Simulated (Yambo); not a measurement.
```
MoS2
1.0
    3.14099     0.00000     0.00000
   -1.57050     2.72018     0.00000
    0.00000     0.00000    16.10000
S Mo
2 1
Direct
  0.66667   0.33333   0.90320
  0.66667   0.33333   0.09680
  0.00000   0.00000   0.00000
```

A free-standing MoS2 monolayer (symmetry P-6m2, slab cell 16.1 Å high): G0W0@PBEsol in Yambo (6×6×1 Γ-centred k mesh, bands 2 to 131 and a 8 Ry block in the screening, 131 bands in G with the Bruneval-Gonze terminator, plasmon pole fitted at 27.2 eV, slab-truncated Coulomb interaction, stochastic integration of W near q = 0) on wavefunctions from Quantum ESPRESSO. With the symmetry operations that carry no fractional translation, the mesh has 7 irreducible k points, and the gap K → K is 2.625 eV.

What changes when point-group symmetry is switched off and time reversal alone is kept?

The mesh then has 20 irreducible points. The exact result doesn't change; the run gives 2.613 eV, and the difference is numerical residue, whose source wasn't traced. Rough time against the symmetric run: about 2× for the empty bands, within a factor of two for Yambo (2 states against 4).

Spin-orbit coupling is not included.

Geometry relaxed with PBEsol.
